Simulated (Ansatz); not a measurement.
BN:
```
CELL_PARAMETERS angstrom
      2.54948     0.00000     0.00000
     -1.27474     2.20791     0.00000
      0.00000     0.00000    12.54350
ATOMIC_POSITIONS crystal
  B  0.00000 0.00000 0.00007
  B  0.00000 0.00000 0.50007
  B  0.66667 0.33333 0.83267
  B  0.33333 0.66667 0.33267
  B  0.66667 0.33333 0.16656
  B  0.33333 0.66667 0.66656
  N  0.00000 0.00000 0.87440
  N  0.00000 0.00000 0.37440
  N  0.66667 0.33333 0.70808
  N  0.33333 0.66667 0.20808
  N  0.66667 0.33333 0.04192
  N  0.33333 0.66667 0.54192
```

Relaxed with r²SCAN. Special points in fractions of this cell's reciprocal vectors: Γ (0.000, 0.000, 0.000); M (0.500, 0.000, 0.000); K (0.333, 0.333, 0.000); A (0.000, 0.000, 0.500); L (0.500, 0.000, 0.500); H (0.333, 0.333, 0.500).

**Question.** List the band energies nearest the valence-band maximum at these points for the program Ansatz at the r²SCAN level (PAW).

**Answer.** In eV from the valence-band maximum; about four levels below and three above (degenerate sets whole), none deeper than 8.9 eV; points with the same levels are listed once.

```tsv
k	below	above
Γ	-0.60 -0.60 -0.09 0.00 0.00	9.41 9.41 9.54
M	-3.07 -3.03 -2.65 -2.08	5.75 6.13 7.60
K	-4.67 -3.67 -3.51 -3.51	7.76 7.76 8.39
A	-0.18 -0.18 -0.18 -0.18	9.66 9.66 9.66 9.66
L	-2.82 -2.82 -2.36 -2.36	5.90 5.90 7.86 7.86
H	-4.10 -4.10 -3.67 -3.67	7.91 7.91 9.09 9.09
```

Space group P6_3mc. The cell is a constructed one: a structure type filled with these elements. Its sites differ from those of the usual phase in this space group: another stacking or structure type. The cell was relaxed with r²SCAN under the symmetry of its start; its stability against distortions is not shown here.

Potentials: the later of the program's two PAW sets.
